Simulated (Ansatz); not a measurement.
Relaxed SiO₂ (alpha-cristobalite type, space group P4_12_12):

```xyz
12
Lattice="5.0848 0.0000 0.0000 0.0000 5.0848 0.0000 0.0000 0.0000 7.1008" Properties=species:S:1:pos:R:3 pbc="T T T"
Si     1.4936     1.4936     3.5504
Si     4.0360     1.0487     1.7752
Si     1.0487     4.0360     5.3256
Si     3.5911     3.5911     0.0000
O      1.2265     0.4742     4.7870
O      3.7689     2.0682     0.5386
O      1.3158     3.0165     4.0890
O      3.8582     4.6106     1.2366
O      4.6106     3.8582     5.8642
O      2.0682     3.7689     6.5622
O      3.0165     1.3158     3.0118
O      0.4742     1.2265     2.3138
```

The atoms are displaced by Q × the pattern below (from a DFPT mode at Γ, largest move 1; Q in Å), at fixed cell.

| atom | x | y | z |
|---|---|---|---|
| Si1 | -0.143 | 0.143 | 0.558 |
| Si2 | 0.143 | 0.143 | 0.558 |
| Si3 | -0.143 | -0.143 | 0.558 |
| Si4 | 0.143 | -0.143 | 0.558 |
| O5 | 0.106 | 0.865 | -0.490 |
| O6 | -0.106 | 0.865 | -0.490 |
| O7 | 0.106 | -0.865 | -0.490 |
| O8 | -0.106 | -0.865 | -0.490 |
| O9 | 0.865 | 0.106 | -0.490 |
| O10 | -0.865 | 0.106 | -0.490 |
| O11 | 0.865 | -0.106 | -0.490 |
| O12 | -0.865 | -0.106 | -0.490 |

Calculation: PBE (plane waves to 420 eV, PAW, scalar-relativistic; Ansatz, a quantum-chemistry and plane-wave program). k mesh 5×5×4 (Γ-centred), Fermi-Dirac smearing 0.05 eV. Energies are smeared free energies. SiO2 was relaxed with its symmetry unable to fall. The zero of ΔE is the undisplaced structure.

```json
[
 {"Q (Å)": "-0.180", "ΔE (meV/cell)": "12720"},
 {"Q (Å)": "-0.150", "ΔE (meV/cell)": "8448"},
 {"Q (Å)": "-0.120", "ΔE (meV/cell)": "withheld"},
 {"Q (Å)": "-0.090", "ΔE (meV/cell)": "2842"},
 {"Q (Å)": "-0.060", "ΔE (meV/cell)": "1236"},
 {"Q (Å)": "-0.030", "ΔE (meV/cell)": "305"},
 {"Q (Å)": "0.000", "ΔE (meV/cell)": "0"},
 {"Q (Å)": "0.030", "ΔE (meV/cell)": "305"},
 {"Q (Å)": "0.060", "ΔE (meV/cell)": "1236"},
 {"Q (Å)": "0.090", "ΔE (meV/cell)": "2842"},
 {"Q (Å)": "0.120", "ΔE (meV/cell)": "withheld"},
 {"Q (Å)": "0.150", "ΔE (meV/cell)": "8448"},
 {"Q (Å)": "0.180", "ΔE (meV/cell)": "12720"}
]
```

Task: Fit an even polynomial form (powers 2, 4) to the given rows and predict ΔE at Q = 0.120.

Result: Least squares on the 11 given rows: ΔE = (336800)·Q² + (1721000)·Q⁴, in meV/cell with Q in Å; root-mean-square residual 1.0 meV/cell. At 0.120 the fit gives 5207 meV/cell; the calculation gives 5207 meV/cell, the same to the digits shown. The quadratic term alone would give 4850 meV/cell.

(A displaced cell: forces are minus the slopes of the energy, force constants its curvatures, and phonons follow from these.)
